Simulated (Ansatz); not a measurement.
Values for one crystal, relaxed and computed with DFT-PBEsol in the program Ansatz with PAW potentials; other levels are named.

```yaml
volume_per_atom: 17.69 Å³
electronic_character: metallic (no gap)
Bulk modulus (Birch–Murnaghan fit): 118 GPa
Formation energy from the elements (no fitted shifts): -0.22 eV/atom
Pressure derivative B′: 4.9
Density of states at the Fermi level: 0.57 states/eV per atom (mean over ±0.08 eV)
Gap with spin–orbit coupling: none (metallic)
```

Q: Which compound is it?
A) TaTe, CsCl type
B) VSb, NiAs type
C) SbPd, NiAs type
D) NiTe, NiAs type

A: D, NiTe, NiAs type

Space group P6_3/mmc (NiAs type). The workflow started from an entry of the Crystallography Open Database (COD). Its standing as an ambient phase is unchecked. The cell was relaxed with PBEsol under the symmetry of its start; its stability against distortions is not shown here. The workflow began spin-polarised and lost its moments. The references are the lowest solids computed at this level, not always the standard phases. Spin–orbit coupling is left out wherever it is not named.

Potentials: the later of the program's two PAW sets.
